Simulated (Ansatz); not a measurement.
PbC₈:
```
PbC8
1.0
    4.92075     0.00000     0.00000
   -2.46038     4.26150     0.00000
    0.00000     0.00000     6.40546
C Pb
8 1
Cartesian
  0.00000   1.42376   0.00000
 -1.22737   3.54962   0.00000
  2.46038   1.42050   0.00000
  1.22737   3.54962   0.00000
  1.23301   0.71188   0.00000
  0.00000   2.84100   0.00000
  3.68774   0.71188   0.00000
  2.46038   2.83774   0.00000
  0.00000   0.00000   3.20273
```

Relaxed with PBE+D3(BJ).

Question: Decompose the optical modes at the zone centre into irreducible representations, and say which are infrared and Raman allowed.

Answer: Point group 6/mmm: Γ_opt = A1g + A2g + 2A2u + 2B1g + B1u + B2u + E1g + 3E1u + 3E2g + E2u. Infrared: A2u, E1u. Raman: A1g, E1g, E2g.

Question: Assign frequencies (DFPT, PBE+D3(BJ) (plane waves, PAW; program Ansatz)).

Answer: E1u 10, A2u 51, E1g 430, B1g 447, E2u 528, A2u 558, E2g 619, A2g 621, B1g 828, E1u 1330, E2g 1336, B2u 1341, A1g 1349, B1u 1394, E1u 1411, E2g 1528 cm⁻¹.

Subscripts of B labels follow the axes of the standard setting.

Space group P6/mmm. A made-up cell: these elements were put on the sites of a structure type; neither database checked (COD, Materials Project) lists it. Its standing as an ambient phase is unchecked. Symmetry was held in the PBE+D3(BJ) relaxation; its stability against distortions is not shown here. As this level gives no gap, phonon frequencies hold no LO–TO term and depend on the k-mesh and smearing (Fermi–Dirac, 0.1 eV here). Scalar-relativistic: spin–orbit coupling is off unless named, which matters more the heavier the elements.

Potentials: the later of the program's two PAW sets.
